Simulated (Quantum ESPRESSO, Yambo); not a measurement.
CdSe (zinc blende, space group F-43m, No. 216) under isotropic strain of -3 % on all lattice vectors. The PBEsol cell relaxed from Materials Project entry mp-2691 was given an isotropic strain of -3 % on all lattice vectors, and the atoms were relaxed again. Chain: norm-conserving PBE (stringent potentials; Quantum ESPRESSO, 120 Ry, scalar-relativistic); G0W0 in Yambo (4×4×4 Γ-centred k mesh, bands 14 to 259 and a 15 Ry block in the screening, 259 bands in G with the Bruneval-Gonze terminator, plasmon pole fitted at 27.2 eV); BSE (6×6×6 mesh, 3 valence and 4 conduction bands, static screening with 42 bands and a 4 Ry block, scissor 0.77 eV, Tamm-Dancoff).

```json
{
 "PBE gap (dense path)": "0.79 eV",
 "PBE gap Γ → Γ on the GW mesh": "0.79 eV",
 "PBE smallest direct gap on the GW mesh, at Γ": "0.79 eV",
 "G0W0 direct gap at that point": "1.57 eV",
 "G0W0 correction to the gap Γ → Γ": "0.77 eV",
 "lowest_exciton": "no binding energy given (see below)"
}
```

Rough cost of the Yambo steps against G0W0 for 6 states: BSE about 1/10.

Convergence of the G0W0 settings was not tested. The BSE states are vertical excitations (zero momentum). The lowest state covers only about 1 of the 216 k points, so the mesh doesn't resolve it: its energy and its distance from the direct gap are mesh artefacts. An extended exciton needs a far denser mesh.

Spin-orbit splittings are left out.
